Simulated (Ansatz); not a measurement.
Rough cost of magnetic runs on LuPd (Pm-3m) in Ansatz 0.2.0, 1 thread of Arm Neoverse V2, on a shared host.

```xyz
2
Lattice="3.4150 0.0000 0.0000 0.0000 3.4150 0.0000 0.0000 0.0000 3.4150" Properties=species:S:1:pos:R:3 pbc="T T T"
Lu    0.0000    0.0000    0.0000
Pd    1.7075    1.7075    1.7075
```

```tsv
run	functional, mesh	k points solved	bands	iterations	wall time (s)	peak memory (GiB)
PAW: total moment held at 0.4 μB	LDA, 10×10×10	56	27	12	8	0.37
LAPW: free moments	LDA, 10×10×10	56	42	17	82	0.63
LAPW: field of 3000 T on the spins	LDA, 10×10×10	56	42	18	82	0.63
LAPW: total moment held at 0.9 μB	LDA, 10×10×10	56	42	12	61	0.63
LAPW: no spin polarisation	LDA, 10×10×10	56	42	13	36	0.45
PAW: total moment held at 0.2 μB	LDA, 10×10×10	56	26	12	9.2	0.36
PAW: free moments from the typed start	LDA, 10×10×10	56	27	15	15	0.37
PAW: field of 1000 T on the spins	LDA, 10×10×10	56	26	20	13	0.36
PAW: field of 200 T on the spins	LDA, 10×10×10	56	26	16	12	0.37
```

Task: Roughly how much dearer is an iteration by LAPW than by PAW among the runs with the first row's mesh and spin treatment (collinear)?

Result: About 6 times (medians of wall time over iterations; times from a shared host are rough).
